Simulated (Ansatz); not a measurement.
Input:

GaN (zinc blende)

```xyz
4
Lattice="0.0000 4.5485 4.5485 2.2743 2.2743 4.5485 2.2743 2.2743 0.0000" Properties=species:S:1:pos:R:3 pbc="T T T"
N      3.4114     3.4114     3.4114
N      3.4114     5.6856     5.6856
Ga     0.0000     0.0000     0.0000
Ga     2.2743     4.5485     2.2743
```

The atoms are displaced by Q × the pattern below (from a DFPT mode at X = (0.5, 0.5, 0.0), largest move 1; Q in Å), at fixed cell. It is one choice among 2 degenerate patterns. (q is in reciprocal vectors of the primitive cell; the cell shown is doubled to hold the pattern.)

```csv
atom,x,y,z
N1,-0.570,0.000,0.000
N2,0.570,0.000,0.000
Ga3,0.000,-1.000,0.000
Ga4,0.000,1.000,0.000
```

Computed with PBE (plane waves to 420 eV, PAW, scalar-relativistic; Ansatz, a program for electronic structure). k mesh 12×12×12 (Γ-centred), Fermi-Dirac smearing 0.05 eV. The energy includes the smearing's −TS. GaN was relaxed with its symmetry unable to fall. The zero of ΔE is the undisplaced structure.

The scan covers Q from -0.100 to 0.100 Å in 13 points.

Which space group does the distorted structure have?

C222_1 (No. 20), lowered from F-43m.

What is the energy change at Q = 0.100 Å?

93.0 meV/cell.

What harmonic wavenumber does the curvature at Q = 0 give?

185 cm⁻¹.

(For displaced atoms, the force is minus the slope of the energy, and its curvature is a force constant, which sets phonon frequencies.)
